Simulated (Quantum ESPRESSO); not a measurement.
## Si3O4NF (one run as intended and one with a planted mistake)

Computed values, not a measurement. The program is pw.x of Quantum ESPRESSO 7.5 (plane-wave density functional theory). The cell is made up: 9 atoms on a quartz lattice, with randomly drawn elements, strain and displacements, not relaxed. PseudoDojo standard norm-conserving files (v0.5 for PBE, v0.4.1 for LDA and PBEsol) set the functional; there is no spin polarisation, spin-orbit coupling or dispersion term, and the masses in the input are unused placeholders.

Intended input:

```
&control calculation='scf', pseudo_dir='./dojo.nc.sr.pbe.v0_5.standard.upf', outdir='./o', disk_io='low', tprnfor=.true., tstress=.true. /
&system ibrav=0, nat=9, ntyp=4, nbnd=30, ecutwfc=84.00895049, nosym=.true., tot_charge=0,
 occupations='smearing', smearing='fd', degauss=0.0018374661
/
&electrons conv_thr=7.350e-09, electron_maxstep=60, /
ATOMIC_SPECIES
F 1.0 F.upf
N 1.0 N.upf
O 1.0 O.upf
Si 1.0 Si.upf
CELL_PARAMETERS angstrom
5.0843 0.0 0.0
-2.5421 4.4031 0.0
0.0 0.0 5.5806
ATOMIC_POSITIONS angstrom
Si 2.4391 -0.0068 3.6909
Si -1.1846 2.0409 1.8114
Si 1.3658 2.3656 -0.0004
O 1.4011 1.1568 4.3796
N 3.3874 0.6906 2.5797
O 2.8339 2.5602 0.6253
F 0.3521 1.8175 1.2419
O -1.1154 3.2139 3.0611
O 0.8462 3.7998 4.9524
K_POINTS automatic
5 5 4 1 1 1
```

The log is shortened where brackets say so; the opening notice, blank lines, dates and the lines on written files are dropped, and the path of the files is cut. It prints rydbergs, bohrs and kilobars, and counts compression as positive stress. Where no state is partly filled, the Fermi energy that it prints is only some level between the filled and the empty states on the mesh, and need not lie in the true gap.

Log of the intended run:

```
     Program PWSCF v.7.5
     Parallel version (MPI & OpenMP), running on       4 processor cores
     Number of MPI processes:                 4
     Threads/MPI process:                     1
     [start-up lines left out]
     bravais-lattice index     =            0
     lattice parameter (alat)  =       9.6079  a.u.
     unit-cell volume          =     843.0769 (a.u.)^3
     number of atoms/cell      =            9
     number of atomic types    =            4
     number of electrons       =        48.00
     number of Kohn-Sham states=           30
     kinetic-energy cutoff     =      84.0090  Ry
     charge density cutoff     =     336.0358  Ry
     scf convergence threshold =      7.3E-09
     mixing beta               =       0.7000
     number of iterations used =            8  plain     mixing
     Exchange-correlation= PBE
                           (   1   4   3   4   0   0   0)
     [axes and pseudopotential details left out]
   Cartesian axes
     site n.     atom                  positions (alat units)
         1        Si     tau(   1) = (   0.4797317  -0.0013375   0.7259406  )
         2        Si     tau(   2) = (  -0.2329918   0.4014122   0.3562732  )
         3        Si     tau(   3) = (   0.2686309   0.4652755  -0.0000787  )
         4        O      tau(   4) = (   0.2755738   0.2275239   0.8613968  )
         5        N      tau(   5) = (   0.6662471   0.1358299   0.5073855  )
         6        O      tau(   6) = (   0.5573825   0.5035501   0.1229864  )
         7        F      tau(   7) = (   0.0692524   0.3574730   0.2442617  )
         8        O      tau(   8) = (  -0.2193812   0.6321224   0.6020691  )
         9        O      tau(   9) = (   0.1664339   0.7473595   0.9740574  )
     number of k points=    50  Fermi-Dirac smearing, width (Ry)=  0.0018
                       cart. coord. in units 2pi/alat
        k(    1) = (   0.1000000   0.1732052   0.1138834), wk =   0.0400000
        k(    2) = (   0.1000000   0.1732052   0.3416501), wk =   0.0400000
     [further k points left out]
     Dense  grid:    87721 G-vectors     FFT dimensions: (  60,  60,  64)
     Estimated max dynamical RAM per process >     178.00 MB
     Estimated total dynamical RAM >     647.76 MB
     Initial potential from superposition of free atoms
     starting charge      47.9981, renormalised to      48.0000
     Starting wfcs are   36 randomized atomic wfcs
     total cpu time spent up to now is        2.6 secs
     per-process dynamical memory:   134.9 Mb
     Self-consistent Calculation
     iteration #  1     ecut=    84.01 Ry     beta= 0.70
     Davidson diagonalization with overlap
     ethr =  1.00E-02,  avg # of iterations =  3.0
     total cpu time spent up to now is        6.6 secs
     total energy              =    -227.16512403 Ry
     estimated scf accuracy    <       2.68700422 Ry
     iteration #  2     ecut=    84.01 Ry     beta= 0.70
     Davidson diagonalization with overlap
     ethr =  5.60E-03,  avg # of iterations =  3.0
     total cpu time spent up to now is       10.3 secs
     total energy              =    -227.68490297 Ry
     estimated scf accuracy    <       2.86604056 Ry
     [iterations 3 to 10 left out]
     iteration # 11     ecut=    84.01 Ry     beta= 0.70
     Davidson diagonalization with overlap
     ethr =  8.59E-10,  avg # of iterations =  2.0
     total cpu time spent up to now is       43.3 secs
     total energy              =    -228.31996422 Ry
     estimated scf accuracy    <       0.00000002 Ry
     iteration # 12     ecut=    84.01 Ry     beta= 0.70
     Davidson diagonalization with overlap
     ethr =  4.21E-11,  avg # of iterations =  4.0
     total cpu time spent up to now is       47.1 secs
     End of self-consistent calculation
     [lines on levels left out]
     the Fermi energy is     4.9300 ev
!    total energy              =    -228.31996423 Ry
     estimated scf accuracy    <          2.4E-09 Ry
     smearing contrib. (-TS)   =      -0.00000000 Ry
     internal energy E=F+TS    =    -228.31996423 Ry
     The total energy is F=E-TS. E is the sum of the following terms:
     one-electron contribution =    -113.06755661 Ry
     hartree contribution      =      80.87868858 Ry
     xc contribution           =     -60.54720967 Ry
     ewald contribution        =    -135.58388654 Ry
     convergence has been achieved in  12 iterations
     Forces acting on atoms (cartesian axes, Ry/au):
     atom    1 type  4   force =    -0.02355000    0.01863587   -0.01891860
     atom    2 type  4   force =    -0.19226632    0.00821256    0.19113402
     atom    3 type  4   force =     0.08036601    0.00111475   -0.19022288
     atom    4 type  3   force =    -0.01243091    0.04199274    0.09208232
     atom    5 type  2   force =     0.03860242    0.00620866   -0.06861163
     atom    6 type  3   force =     0.04537674    0.00500498    0.02376627
     atom    7 type  1   force =     0.03965154   -0.00419067   -0.02275074
     atom    8 type  3   force =     0.04188346   -0.00243331   -0.05048039
     atom    9 type  3   force =    -0.01763294   -0.07454558    0.04400162
     Total force =     0.388552     Total SCF correction =     0.000055
     Computing stress (Cartesian axis) and pressure
          total   stress  (Ry/bohr**3)                   (kbar)     P=      -56.24
   0.00001222   0.00013859  -0.00032424            1.80       20.39      -47.70
   0.00013859  -0.00065024  -0.00034513           20.39      -95.65      -50.77
  -0.00032424  -0.00034513  -0.00050895          -47.70      -50.77      -74.87
     init_run     :      2.43s CPU      2.52s WALL (       1 calls)
     electrons    :     44.34s CPU     44.50s WALL (       1 calls)
     forces       :      0.72s CPU      0.72s WALL (       1 calls)
     stress       :      2.40s CPU      2.40s WALL (       1 calls)
     [timing details left out]
     PWSCF        :     49.97s CPU     50.24s WALL
     JOB DONE.
```

A second run has one planted mistake: the smearing is too wide. The input lines that differ, file-writing options aside:

```
- &system ibrav=0, nat=9, ntyp=4, nbnd=30, ecutwfc=84.00895049, nosym=.true., tot_charge=0,
+ &system ibrav=0, nat=9, ntyp=4, nbnd=48, ecutwfc=84.00895049, nosym=.true., tot_charge=0,
-  occupations='smearing', smearing='fd', degauss=0.0018374661
+  occupations='smearing', smearing='fd', degauss=0.0521840375
```

Its log:

```
     Program PWSCF v.7.5
     Parallel version (MPI & OpenMP), running on       4 processor cores
     Number of MPI processes:                 4
     Threads/MPI process:                     1
     [start-up lines left out]
     bravais-lattice index     =            0
     lattice parameter (alat)  =       9.6079  a.u.
     unit-cell volume          =     843.0769 (a.u.)^3
     number of atoms/cell      =            9
     number of atomic types    =            4
     number of electrons       =        48.00
     number of Kohn-Sham states=           48
     kinetic-energy cutoff     =      84.0090  Ry
     charge density cutoff     =     336.0358  Ry
     scf convergence threshold =      7.3E-09
     mixing beta               =       0.7000
     number of iterations used =            8  plain     mixing
     Exchange-correlation= PBE
                           (   1   4   3   4   0   0   0)
     [axes and pseudopotential details left out]
   Cartesian axes
     site n.     atom                  positions (alat units)
         1        Si     tau(   1) = (   0.4797317  -0.0013375   0.7259406  )
         2        Si     tau(   2) = (  -0.2329918   0.4014122   0.3562732  )
         3        Si     tau(   3) = (   0.2686309   0.4652755  -0.0000787  )
         4        O      tau(   4) = (   0.2755738   0.2275239   0.8613968  )
         5        N      tau(   5) = (   0.6662471   0.1358299   0.5073855  )
         6        O      tau(   6) = (   0.5573825   0.5035501   0.1229864  )
         7        F      tau(   7) = (   0.0692524   0.3574730   0.2442617  )
         8        O      tau(   8) = (  -0.2193812   0.6321224   0.6020691  )
         9        O      tau(   9) = (   0.1664339   0.7473595   0.9740574  )
     number of k points=    50  Fermi-Dirac smearing, width (Ry)=  0.0522
                       cart. coord. in units 2pi/alat
        k(    1) = (   0.1000000   0.1732052   0.1138834), wk =   0.0400000
        k(    2) = (   0.1000000   0.1732052   0.3416501), wk =   0.0400000
     [further k points left out]
     Dense  grid:    87721 G-vectors     FFT dimensions: (  60,  60,  64)
     Estimated max dynamical RAM per process >     232.49 MB
     Estimated total dynamical RAM >     865.71 MB
     Initial potential from superposition of free atoms
     starting charge      47.9981, renormalised to      48.0000
     Starting wfcs are   36 randomized atomic wfcs +   12 random wfcs
     total cpu time spent up to now is        2.9 secs
     per-process dynamical memory:   185.8 Mb
     Self-consistent Calculation
     iteration #  1     ecut=    84.01 Ry     beta= 0.70
     Davidson diagonalization with overlap
     ethr =  1.00E-02,  avg # of iterations =  6.7
     total cpu time spent up to now is       11.4 secs
     total energy              =    -227.23470833 Ry
     estimated scf accuracy    <       2.61658853 Ry
     iteration #  2     ecut=    84.01 Ry     beta= 0.70
     Davidson diagonalization with overlap
     ethr =  5.45E-03,  avg # of iterations =  2.0
     total cpu time spent up to now is       16.7 secs
     total energy              =    -227.51102399 Ry
     estimated scf accuracy    <       3.52970539 Ry
     [iterations 3 to 10 left out]
     iteration # 11     ecut=    84.01 Ry     beta= 0.70
     Davidson diagonalization with overlap
     ethr =  1.78E-10,  avg # of iterations =  2.0
     total cpu time spent up to now is       60.5 secs
     total energy              =    -228.34180152 Ry
     estimated scf accuracy    <       0.00000002 Ry
     iteration # 12     ecut=    84.01 Ry     beta= 0.70
     Davidson diagonalization with overlap
     ethr =  3.88E-11,  avg # of iterations =  2.0
     total cpu time spent up to now is       65.1 secs
     End of self-consistent calculation
     [lines on levels left out]
     the Fermi energy is     5.6855 ev
!    total energy              =    -228.34180152 Ry
     estimated scf accuracy    <          2.2E-09 Ry
     smearing contrib. (-TS)   =      -0.07627369 Ry
     internal energy E=F+TS    =    -228.26552783 Ry
     The total energy is F=E-TS. E is the sum of the following terms:
     one-electron contribution =    -113.04627321 Ry
     hartree contribution      =      80.90293197 Ry
     xc contribution           =     -60.53830006 Ry
     ewald contribution        =    -135.58388654 Ry
     convergence has been achieved in  12 iterations
     Forces acting on atoms (cartesian axes, Ry/au):
     atom    1 type  4   force =    -0.03565319    0.00907520    0.00624909
     atom    2 type  4   force =    -0.17789721    0.02971614    0.16224449
     atom    3 type  4   force =     0.07229035    0.00178335   -0.18589145
     atom    4 type  3   force =    -0.00593626    0.03354247    0.07647130
     atom    5 type  2   force =     0.03804869    0.00216997   -0.06392625
     atom    6 type  3   force =     0.04700133    0.00326445    0.02796306
     atom    7 type  1   force =     0.03957110   -0.01659171   -0.00740695
     atom    8 type  3   force =     0.04021823   -0.00281092   -0.04664722
     atom    9 type  3   force =    -0.01764304   -0.06014895    0.03094393
     Total force =     0.355196     Total SCF correction =     0.000074
     Computing stress (Cartesian axis) and pressure
          total   stress  (Ry/bohr**3)                   (kbar)     P=      -35.65
   0.00015856   0.00016070  -0.00036684           23.33       23.64      -53.96
   0.00016070  -0.00053349  -0.00037455           23.64      -78.48      -55.10
  -0.00036684  -0.00037455  -0.00035220          -53.96      -55.10      -51.81
     init_run     :      2.71s CPU      2.80s WALL (       1 calls)
     electrons    :     61.99s CPU     62.22s WALL (       1 calls)
     forces       :      0.92s CPU      0.94s WALL (       1 calls)
     stress       :      3.01s CPU      3.01s WALL (       1 calls)
     [timing details left out]
     PWSCF        :   1m 8.70s CPU   1m 9.09s WALL
     JOB DONE.
```

|  | intended run | run with the mistake |
| --- | --- | --- |
| free energy (eV) | -3106.451 | -3106.748 |
| smearing term -TS (eV) | 0.0000 | -1.0378 |
| pressure (GPa) | -5.62 | -3.57 |
| largest force component (eV/Å) | 4.943 | 4.779 |
| largest change of a force component (eV/Å) |  | 0.743 |
| iterations | 12 | 12 |

For scale, a rerun of the intended cell at a cutoff of 1437 eV and k mesh 7 x 7 x 6 moved values by no more than 0.002 eV in energy, 0.02 GPa in stress and 0.002 eV/Å in force. The number of bands, nbnd, was set by rule from the electron count and the smearing, so it follows the mistake.